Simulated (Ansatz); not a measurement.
Values for one crystal, relaxed and computed with PBEsol in the plane-wave PAW code Ansatz; other levels are named.

- Volume per atom = 8.60 Å³
- Band gap = 4.16 eV (direct)
- Gap with spin–orbit coupling = 4.16 eV
- Electronic dielectric constant ε∞ (DFPT) = 3.90 (xx = yy), 3.48 (zz)
- Hole effective mass with spin–orbit coupling = 1.1, 1.1, 2.5 mₑ (principal values)
- Hole effective mass, band 1 of 2 at the edge = 3.7 along x, 2.5 along z (mₑ)
- Highest zone-centre frequency (without LO–TO term) = 1236 cm⁻¹

Q: Which of these materials gives this?
A. Sr2CaWO6, I4/m (Pearson symbol tI20)
B. AlBO3, R-3c (Al on 6b, B on 6a, O on 18e)
C. GaBO3, R-3c (Ga on 6b, B on 6a, O on 18e)
D. Mg3ZnO4, P4/mmm (Pearson symbol tP8)

A: C, GaBO3, R-3c (Ga on 6b, B on 6a, O on 18e)

The first step of the workflow began from a Materials Project structure, measured or hypothetical; the Crystallography Open Database files this formula in space group No. 167, but the cells were not matched. Its standing as an ambient phase is unchecked. The PBEsol relaxation kept the symmetry of its start; phonons on a q-mesh show no instability. Spin–orbit coupling is left out wherever it is not named.

Potentials: the later of the program's two PAW sets.
